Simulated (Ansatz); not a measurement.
input.yaml

```yaml
crystal:
  lattice:
    - [0.0, 3.6795184983, 3.6795184983]
    - [3.6795184983, 0.0, 3.6795184983]
    - [3.6795184983, 3.6795184983, 0.0]
  atoms:
    - { symbol: Ti, position: [0.625, 0.625, 0.625], spin: 0.41 }
    - { symbol: Ti, position: [0.125, 0.625, 0.625], spin: 0.41 }
    - { symbol: Ti, position: [0.625, 0.625, 0.125], spin: 0.41 }
    - { symbol: Ti, position: [0.625, 0.125, 0.625], spin: 0.41 }
    - { symbol: Co, position: [0.0, 0.0, 0.0], spin: 1.94 }
    - { symbol: Co, position: [0.25, 0.25, 0.25], spin: 1.94 }
basis:
  ecutwfc: 500
kpoints:
  mp_grid: { grid: [10, 10, 10] }
hamiltonian:
  xc: r2scan
scf:
  occupations: { method: gaussian, width: 0.1 }
output:
  forces: true
  stress: true
  eigenvalues: true
  populations: true
magnetization:
  spin_polarized: true
```

Command:
```bash
ansatz run input.yaml --threads 2 --pin off --max-ram 5120MiB --backend cpu --events-out ev --progress --plain --runs-dir out
```

All numbers below come from DFT r2SCAN, scalar-relativistic, plane waves, PAW in Ansatz.

Abridged output (iterations and final results):

```
SCF iter   1: F=—  HF=-20276.023908 eV  |F-HF|=—  |Δ(HF+E_count)|=         —  Δρ=4.04e-2 (↑2.96e-2 ↓4.04e-2) dr2=3.34e0  dr2_τ=4.68e-2  dr2_m=3.73e-1  M=4.861 μB ∫|m|=5.390 μB  β_m=1.00  ethr=3.10e-3  ⟨swp⟩=4.4  Hψ=15269  notcnv=0
Mixer restart at iter 1: flushing history
spin=Collinear: Kerker preconditioning applied to the charge; magnetization (m = ρ↑ − ρ↓) channel mixes plain (no charge-response kernel on spin).
SCF iter   2: F=—  HF=-20276.001054 eV  |F-HF|=—  |Δ(HF+E_count)|=   2.29e-2  Δρ=1.85e-2 (↑1.70e-2 ↓1.85e-2) dr2=1.22e0  dr2_τ=9.93e-3  dr2_m=3.65e-2  M=4.901 μB ∫|m|=5.942 μB  β_m=1.00  ethr=3.10e-3  ⟨swp⟩=2.0  Hψ=7927  notcnv=0  defer=406  κ⁻¹=1.0e0(r=1)
SCF iter   3: F=—  HF=-20276.683995 eV  |F-HF|=—  |Δ(HF+E_count)|=   6.83e-1  Δρ=1.15e-2 (↑9.94e-3 ↓1.15e-2) dr2=5.12e-1  dr2_τ=3.60e-3  dr2_m=3.87e-3  M=5.015 μB ∫|m|=6.385 μB  β_m=1.00  ethr=1.49e-3  ⟨swp⟩=2.2  Hψ=6859  notcnv=0  defer=406  κ⁻¹=9.6e-2(r=2)
SCF iter   4: F=—  HF=-20277.276104 eV  |F-HF|=—  |Δ(HF+E_count)|=   5.92e-1  Δρ=7.15e-3 (↑4.63e-3 ↓7.15e-3) dr2=1.34e-1  dr2_τ=1.23e-3  dr2_m=2.75e-3  M=5.087 μB ∫|m|=6.633 μB  β_m=1.00  ethr=6.24e-4  ⟨swp⟩=2.6  Hψ=8537  notcnv=0  defer=427  κ⁻¹=1.3e-2(r=3)
SCF iter   5: F=—  HF=-20277.388690 eV  |F-HF|=—  |Δ(HF+E_count)|=         —  Δρ=3.79e-3 (↑3.02e-3 ↓3.79e-3) dr2=2.86e-2  dr2_τ=4.03e-4  dr2_m=2.48e-3  M=5.130 μB ∫|m|=6.534 μB  β_m=1.00  ethr=1.64e-4  ⟨swp⟩=2.0  Hψ=7520  notcnv=0  defer=454
Mixer restart at iter 5: flushing history
SCF iter   6: F=—  HF=-20277.391823 eV  |F-HF|=—  |Δ(HF+E_count)|=   3.13e-3  Δρ=2.75e-3 (↑2.16e-3 ↓2.75e-3) dr2=1.68e-2  dr2_τ=2.06e-4  dr2_m=5.48e-4  M=5.159 μB ∫|m|=6.557 μB  β_m=1.00  ethr=3.49e-5  ⟨swp⟩=1.2  Hψ=5004  notcnv=0  defer=454  κ⁻¹=1.0e0(r=1)
SCF iter   7: F=—  HF=-20277.397669 eV  |F-HF|=—  |Δ(HF+E_count)|=   5.85e-3  Δρ=1.06e-3 (↑1.06e-3 ↓1.03e-3) dr2=2.09e-3  dr2_τ=2.62e-5  dr2_m=1.11e-4  M=5.199 μB ∫|m|=6.585 μB  β_m=1.00  ethr=2.04e-5  ⟨swp⟩=2.0  Hψ=6354  notcnv=0  defer=454  κ⁻¹=2.3e-2(r=2)
SCF iter   8: F=—  HF=-20277.400110 eV  |F-HF|=—  |Δ(HF+E_count)|=   2.44e-3  Δρ=8.00e-4 (↑6.22e-4 ↓8.00e-4) dr2=6.61e-4  dr2_τ=2.16e-5  dr2_m=3.64e-5  M=5.184 μB ∫|m|=6.570 μB  β_m=1.00  ethr=2.55e-6  ⟨swp⟩=2.0  Hψ=6878  notcnv=0  defer=453  κ⁻¹=1.1e-2(r=3)
SCF iter   9: F=—  HF=-20277.400521 eV  |F-HF|=—  |Δ(HF+E_count)|=   4.12e-4  Δρ=6.11e-4 (↑4.59e-4 ↓6.11e-4) dr2=4.45e-4  dr2_τ=1.32e-5  dr2_m=1.06e-5  M=5.176 μB ∫|m|=6.563 μB  β_m=1.00  ethr=8.06e-7  ⟨swp⟩=2.3  Hψ=6962  notcnv=0  defer=453  κ⁻¹=2.1e-3(r=4)
SCF iter  10: F=—  HF=-20277.401189 eV  |F-HF|=—  |Δ(HF+E_count)|=   6.67e-4  Δρ=2.72e-4 (↑1.68e-4 ↓2.72e-4) dr2=1.94e-4  dr2_τ=5.07e-7  dr2_m=4.92e-6  M=5.176 μB ∫|m|=6.560 μB  β_m=1.00  ethr=5.43e-7  ⟨swp⟩=2.0  Hψ=8846  notcnv=0  defer=453  κ⁻¹=1.0e-4(r=5)
SCF iter  11: F=—  HF=-20277.401204 eV  |F-HF|=—  |Δ(HF+E_count)|=   1.53e-5  Δρ=1.49e-4 (↑1.05e-4 ↓1.49e-4) dr2=6.85e-5  dr2_τ=2.82e-7  dr2_m=1.99e-6  M=5.186 μB ∫|m|=6.567 μB  β_m=1.00  ethr=2.36e-7  ⟨swp⟩=2.0  Hψ=6509  notcnv=0  defer=453  κ⁻¹=9.8e-5(r=6)
SCF iter  12: F=—  HF=-20277.401182 eV  |F-HF|=—  |Δ(HF+E_count)|=   2.26e-5  Δρ=1.78e-4 (↑1.12e-4 ↓1.78e-4) dr2=3.31e-5  dr2_τ=5.06e-7  dr2_m=4.38e-6  M=5.192 μB ∫|m|=6.571 μB  β_m=1.00  ethr=8.35e-8  ⟨swp⟩=2.0  Hψ=7742  notcnv=0  defer=453  κ⁻¹=9.6e-5(r=7)
SCF iter  13: F=—  HF=-20277.401224 eV  |F-HF|=—  |Δ(HF+E_count)|=   4.18e-5  Δρ=5.55e-5 (↑4.60e-5 ↓5.55e-5) dr2=7.68e-6  dr2_τ=8.96e-8  dr2_m=1.12e-7  M=5.182 μB ∫|m|=6.563 μB  β_m=1.00  ethr=4.04e-8  ⟨swp⟩=2.1  Hψ=8672  notcnv=0  defer=453  κ⁻¹=4.5e-5(r=8)
SCF iter  14: F=—  HF=-20277.401226 eV  |F-HF|=—  |Δ(HF+E_count)|=   2.40e-6  Δρ=6.67e-5 (↑3.12e-5 ↓6.67e-5) dr2=7.85e-6  dr2_τ=3.24e-8  dr2_m=3.22e-7  M=5.182 μB ∫|m|=6.563 μB  β_m=1.00  ethr=9.36e-9  ⟨swp⟩=2.0  Hψ=7753  notcnv=0  defer=449  κ⁻¹=9.4e-6(r=8)
SCF iter  15: F=—  HF=-20277.401227 eV  |F-HF|=—  |Δ(HF+E_count)|=   8.58e-7  Δρ=3.74e-5 (↑1.66e-5 ↓3.74e-5) dr2=2.31e-6  dr2_τ=7.41e-9  dr2_m=1.08e-7  M=5.182 μB ∫|m|=6.563 μB  β_m=1.00  ethr=9.36e-9  ⟨swp⟩=1.7  Hψ=5306  notcnv=0  defer=449  κ⁻¹=1.5e-5(r=8)
SCF iter  16: F=—  HF=-20277.401227 eV  |F-HF|=—  |Δ(HF+E_count)|=   3.21e-7  Δρ=7.29e-6 (↑3.58e-6 ↓7.29e-6) dr2=9.64e-8  dr2_τ=5.75e-10  dr2_m=6.63e-9  M=5.183 μB ∫|m|=6.563 μB  β_m=1.00  ethr=2.82e-9  ⟨swp⟩=2.0  Hψ=6560  notcnv=0  defer=449  κ⁻¹=2.5e-5(r=8)
SCF iter  17: F=—  HF=-20277.401227 eV  |F-HF|=—  |Δ(HF+E_count)|=   7.57e-8  Δρ=7.36e-6 (↑3.18e-6 ↓7.36e-6) dr2=7.82e-8  dr2_τ=7.60e-10  dr2_m=5.26e-9  M=5.183 μB ∫|m|=6.563 μB  β_m=1.00  ethr=1.18e-10  ⟨swp⟩=2.0  Hψ=8871  notcnv=0  defer=449  κ⁻¹=4.8e-6(r=8)
SCF iter  18: F=—  HF=-20277.401227 eV  |F-HF|=—  |Δ(HF+E_count)|=   5.08e-8  Δρ=1.95e-6 (↑1.95e-6 ↓1.92e-6) dr2=1.17e-8  dr2_τ=1.12e-10  dr2_m=6.53e-10  M=5.182 μB ∫|m|=6.563 μB  β_m=1.00  ethr=9.53e-11  ⟨swp⟩=2.1  Hψ=7968  notcnv=0  defer=449  κ⁻¹=4.3e-6(r=8)
SCF iter  19: F=-20277.401227 eV  HF=-20277.401227 eV  |F-HF|=1.53e-8  |Δ(HF+E_count)|=   1.18e-8  Δρ=4.86e-6 (↑2.03e-6 ↓4.86e-6) dr2=3.58e-8  dr2_τ=2.50e-10  dr2_m=3.71e-9  M=5.182 μB ∫|m|=6.563 μB  ethr=1.43e-11  ⟨swp⟩=7.9  Hψ=18741  notcnv=0
SCF 1 converged in 19 iterations: F = -20277.401227 eV  dr2 = 3.58e-8
Symmetry: 8 space group operations
k-points: 171 of 1000
Initial density: read from a saved state, or passed on in memory by an earlier SCF of this step, an earlier step, the calling program or the single point that the run made first
Starting moments: Σ|m| = 5.52 μB on 6 of 6 sites; this step starts from the density that it was given
Initial wavefunctions: those read from a saved state, or passed on in memory by an earlier step or the calling program
SCF iter   1: F=—  HF=-20277.401227 eV  |F-HF|=—  |Δ(HF+E_count)|=         —  Δρ=4.86e-6 (↑2.03e-6 ↓4.86e-6) dr2=3.59e-8  dr2_τ=2.50e-10  dr2_m=3.70e-9  M=5.182 μB ∫|m|=6.563 μB  ethr=4.37e-11  ⟨swp⟩=1.0  Hψ=79434  notcnv=0
spin=Collinear: Kerker preconditioning applied to the charge; magnetization (m = ρ↑ − ρ↓) channel mixes plain (no charge-response kernel on spin).
SCF iter   2: F=—  HF=-20277.401228 eV  |F-HF|=—  |Δ(HF+E_count)|=   5.63e-7  Δρ=8.85e-5 (↑2.41e-5 ↓8.85e-5) dr2=1.31e-5  dr2_τ=5.10e-8  dr2_m=1.08e-6  M=5.181 μB ∫|m|=6.562 μB  β_m=1.20  ethr=4.37e-11  ⟨swp⟩=1.5  Hψ=64790  notcnv=0
SCF iter   3: F=—  HF=-20277.401228 eV  |F-HF|=—  |Δ(HF+E_count)|=   1.87e-7  Δρ=1.50e-4 (↑2.06e-5 ↓1.50e-4) dr2=2.20e-5  dr2_τ=1.16e-7  dr2_m=4.82e-6  M=5.183 μB ∫|m|=6.564 μB  β_m=1.20  ethr=4.37e-11  ⟨swp⟩=1.1  Hψ=58127  notcnv=0  κ⁻¹=1.0e0(r=1)
SCF iter   4: F=-20277.401227 eV  HF=-20277.401227 eV  |F-HF|=1.15e-8  |Δ(HF+E_count)|=   7.39e-7  Δρ=3.60e-6 (↑2.33e-6 ↓3.60e-6) dr2=1.93e-8  dr2_τ=5.30e-10  dr2_m=6.54e-10  M=5.182 μB ∫|m|=6.563 μB  ethr=4.37e-11  ⟨swp⟩=1.1  Hψ=55535  notcnv=0
SCF 2 converged in 4 iterations: F = -20277.401227 eV  dr2 = 1.93e-8
this state was not tested for a lower state beside it, because the mixer in use, unlike msr1, does not test its closes by its own steps (another_mixer; see scf.mixing.algorithm and scf.lower_state_search)
SCF converged after 19 iterations
Magnetization: 5.1824 μB (43.5912 up, 38.4088 down)
Absolute magnetization: 6.5892 μB (∫|ρ↑−ρ↓|, with the PAW one-centre terms)
Spin contamination: 0.7575 ħ² per cell (⟨S²⟩ above its minimum at these occupations)
Per-site moments (μB) at R_I (Å): [(0.39771256, 1.07324764), (0.39771256, 1.07324764), (0.39771256, 1.07324764), (0.39771256, 1.07324764), (1.91402920, 1.25849442), (1.91402920, 1.25849442)]
Free energy (F): -20277.401227 eV
Harris-Foulkes:  -20277.401227 eV  (|F-HF|=1.53e-8)
Internal energy: -20277.371537 eV  (E = F + TS)
E sigma→0 (E₀):  -20277.386382 eV
Entropy (-TS):   -0.029690 eV (-4.948 meV/atom)
Fermi energy:    12.784748 eV
--- Per-component energies (eV) ---
  E_band       = -1419.176535
  E_kinetic    = 1990.508257
  E_local      = -10256.952469  (includes V_loc(G=0)·N_el)
  E_nonlocal   = 950.921008
  E_hartree    = 4276.834529
  E_xc         = -681.196701
  E_vxc        = -983.509394  (∫ρ·V_xc dr)
  E_paw        = -7278.235202  (= ΣΔE_a)
  E_vpaw       = -1739.971896  (= ΣTr[D̂ρ^β])
  E_aug_tail   = 0.000398  (compensation charges beyond the density's cutoff)
  E_vtau       = 66.143785  (kinetic-family band-sum trace: ∫τ·v_τ [+ j·A + Jᵃ·Aᵃ] dr)
  E_ewald      = -9277.647116
  E_core_change = -1.604241  (= ΣΔE_core)
  E_smearing   = -0.029690  (= −TS)
--- Forces (eV/Å), atoms counted from 1 ---
  atom   1  Ti     0.00000000     0.00000000     0.00000000
  atom   2  Ti     0.00000000     0.00000000     0.00000000
  atom   3  Ti     0.00000000     0.00000000     0.00000000
  atom   4  Ti     0.00000000     0.00000000     0.00000000
  atom   5  Co     0.00000000     0.00000000     0.00000000
  atom   6  Co     0.00000000     0.00000000     0.00000000
--- Stress (GPa, compression-positive) ---
       -7.924654       0.000000       0.000000
        0.000000      -7.924654       0.000000
        0.000000       0.000000      -7.924654
  P = ⅓ Tr σ = -7.9247 GPa (-79.247 kbar)
--- Band table (eV; the first three rows and the last of 94) ---
  k-point 0 ↑: bands = ["-87.2020", "-87.2011", "-48.9897", "-48.9897", "-48.9897", "-48.9850", "-48.9850", "-48.9850", "-46.3651", "-46.0654", "-46.0654", "-46.0654", "-22.5531", "-21.8047", "-21.8047", "-21.8047", "-21.5746", "-21.5746", "-21.0354", "-21.0354", "-21.0354", "-20.8983", "-20.8983", "-20.8983", "6.3005", "9.1319", "9.4621", "9.4621", "9.4621", "9.9889", "9.9889", "9.9889", "10.1631", "10.1631", "10.6600", "10.6600", "10.9353", "10.9353", "10.9353", "11.7106", "11.7106", "11.7106", "12.0585", "12.0585", "15.2221", "15.6995", "15.6995", "15.6995", "15.8999", "15.8999", "15.8999", "16.1668", "16.1668"]
  k-point 1 ↑: bands = ["-87.2020", "-87.2011", "-48.9898", "-48.9898", "-48.9897", "-48.9851", "-48.9850", "-48.9850", "-46.3598", "-46.0710", "-46.0654", "-46.0654", "-22.5292", "-21.7989", "-21.7938", "-21.7938", "-21.5694", "-21.5694", "-21.0482", "-21.0482", "-21.0353", "-20.9323", "-20.9029", "-20.9029", "6.4018", "9.1871", "9.4735", "9.4735", "9.4834", "9.9276", "9.9728", "9.9728", "10.1649", "10.1649", "10.6601", "10.6601", "10.9595", "11.0113", "11.0113", "11.6271", "11.7564", "11.7564", "12.0826", "12.0826", "15.1080", "15.2376", "15.3102", "15.3102", "15.8656", "15.8656", "15.8896", "16.1573", "16.1573"]
  k-point 2 ↑: bands = ["-87.2019", "-87.2012", "-48.9899", "-48.9899", "-48.9896", "-48.9852", "-48.9849", "-48.9849", "-46.3447", "-46.0869", "-46.0655", "-46.0655", "-22.4639", "-21.7787", "-21.7657", "-21.7657", "-21.5508", "-21.5508", "-21.0893", "-21.0893", "-21.0352", "-21.0294", "-20.9122", "-20.9122", "6.6992", "9.2764", "9.5075", "9.5075", "9.5307", "9.8587", "9.9294", "9.9294", "10.1731", "10.1731", "10.6538", "10.6538", "10.9713", "11.2147", "11.2147", "11.4232", "11.8703", "11.8703", "12.1898", "12.1898", "14.4287", "14.7217", "14.7359", "14.7359", "15.6922", "15.6922", "15.8626", "16.1286", "16.1286"]
  k-point 46 ↓: bands = ["-84.1572", "-84.1572", "-45.9969", "-45.9969", "-45.9922", "-45.9922", "-45.9881", "-45.9881", "-45.7172", "-45.7172", "-45.5730", "-45.5730", "-21.3136", "-21.3136", "-21.1224", "-21.1224", "-20.9299", "-20.9299", "-20.9130", "-20.9130", "-20.7291", "-20.7291", "-20.4216", "-20.4216", "9.0544", "9.0544", "10.0027", "10.0027", "11.4125", "11.4125", "11.5407", "11.5407", "12.0383", "12.0383", "12.0866", "12.0866", "12.2935", "12.2935", "13.1399", "13.1399", "13.2455", "13.2455", "14.0768", "14.0768", "14.3772", "14.3772", "14.5513", "14.5513", "15.2161", "15.2161", "15.3242", "15.3242", "16.0868"]
--- Löwdin populations: 6 sites ---
  site symbol q [e]    m [muB]
     0     Ti     11.9353     0.4137
     1     Ti     11.9353     0.4137
     2     Ti     11.9353     0.4137
     3     Ti     11.9353     0.4137
     4     Co     16.5872     1.9169
     5     Co     16.5872     1.9169
  spilling = 0.013227 (of n_electrons = 82.000000)
```

The calculation finished and met its thresholds.

The run took 4.9 min on 2 threads of Intel(R) Xeon(R) Processor @ 2.50GHz (Skylake/Cascade Lake) (shared host), peak memory 1.7 GiB.

The state reached may not be the lowest one.